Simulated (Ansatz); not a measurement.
## AlNi: energy along a strain

AlNi, Cmmm, a = 3.877 Å, b = 3.906 Å, c = 3.099 Å (as given, not relaxed at this level: 0.4 GPa). The structure is a Materials Project entry; whether it is the stable form wasn't checked. Ansatz: PBEsol, PAW, 420 eV, Γ-centred 18×18×16 mesh on 2 atoms, Gaussian smearing 0.15 eV; no spin polarisation. Cell vectors (Å): 1.939 -1.953 0.000; 1.939 1.953 0.000; 0.000 0.000 3.099. The cell is strained by x per cent times the pattern (1 0 0 0 0 0) in the order xx yy zz yz xz xy (engineering shears), with fractional coordinates held. y is the free energy over the start, V0 = 11.736 Å³/atom.

| x (%) | y (meV/atom) |
| --- | --- |
| -2.00 | ? |
| -1.50 | 6.22 |
| -1.00 | 3.57 |
| -0.50 | 1.50 |
| 0.00 | 0.00 |
| 0.50 | -0.95 |
| 1.00 | -1.37 |
| 1.50 | -1.26 |
| 1.75 | -1.02 |
| 2.00 | -0.65 |

Q: Fit y = c1 x + c2 x² + c3 x³ to the other rows, get the stiffness along the pattern, and predict the missing energy.

A: Least squares on the rows shown. y = −2.449 x + 1.102 x² − 0.02002 x³. The clamped-ion stiffness p·C·p = 2 × 11.02 eV × 160.2 / 11.736 Å³ = 301 GPa, which is C11 in these axes (second derivative at the start, which stands under stress). At x = -2.00 the fit asked for gives 9.47 meV/atom. The run gave 9.45 meV/atom, so the fit is 0.02 meV/atom too high, a small miss on the scale of the series.